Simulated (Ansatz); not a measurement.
## Stress against strain in NaTl

```yaml
crystal:
  lattice:
    - [0.00000, 3.73530, 3.73530]
    - [3.73530, 0.00000, 3.73530]
    - [3.73530, 3.73530, 0.00000]
  atoms:
    - { symbol: Na, position: [0.50000, 0.50000, 0.50000] }
    - { symbol: Na, position: [0.75000, 0.75000, 0.75000] }
    - { symbol: Tl, position: [0.00000, 0.00000, 0.00000] }
    - { symbol: Tl, position: [0.25000, 0.25000, 0.25000] }
```

Atoms are numbered in the order listed.

Conventional cell: a = 7.471 Å, b = 7.471 Å, c = 7.471 Å, α = 90.00°, β = 90.00°, γ = 90.00°. Around Na (atom 1) lie 4 Na at 3.23 Å and 4 Tl at 3.23 Å. Tl (atom 3) has 4 Na at 3.23 Å and 4 Tl at 3.23 Å as nearest neighbours.

Structure: COD 1541020, as refined from experiment and not relaxed.

No spin–orbit coupling, which matters for the heavy atoms here.

Method: DFT, PBEsol, all-electron LAPW, scalar-relativistic (Ansatz 0.2.0).

Sampling and basis: a Γ-centred 10×10×10 k mesh, Fermi–Dirac smearing of 0.05 eV, basis error target 1 meV/atom, no spin polarisation.

The strain is applied along the Cartesian axes of the cell as listed (the other components stay zero). Fractional coordinates are held (clamped ions).

σ is the change of stress from the unstrained cell, which is at 0.10 GPa; tension is positive, so slopes are stress–strain coefficients at that pressure. In a metal the k mesh adds noise.

Only quantities that a quadratic follows smoothly over the whole series are listed; rougher ones are left out.

```csv
εzz,σzz (GPa),σxx (GPa)
-0.0200,-0.59,-0.45
0.0000,0.00,0.00
0.0100,0.26,0.21
0.0200,0.49,0.40
```

Task: Fit the series and read off the stiffness at zero strain.

Result: Least-squares fits y = p0 + p1 x + p2 x² to the rows give σzz (GPa): p1 = 27, p2 = -130; σxx (GPa): p1 = 21.3, p2 = -66. So C11 = 27 GPa and C12 = 21 GPa, which gives B = (C11 + 2 C12)/3 = 23 GPa.

Task: One run, at εzz = -0.0100, is withheld. Predict its row.

Result: The fits give -0.28, -0.22; the run gave -0.28, -0.22.
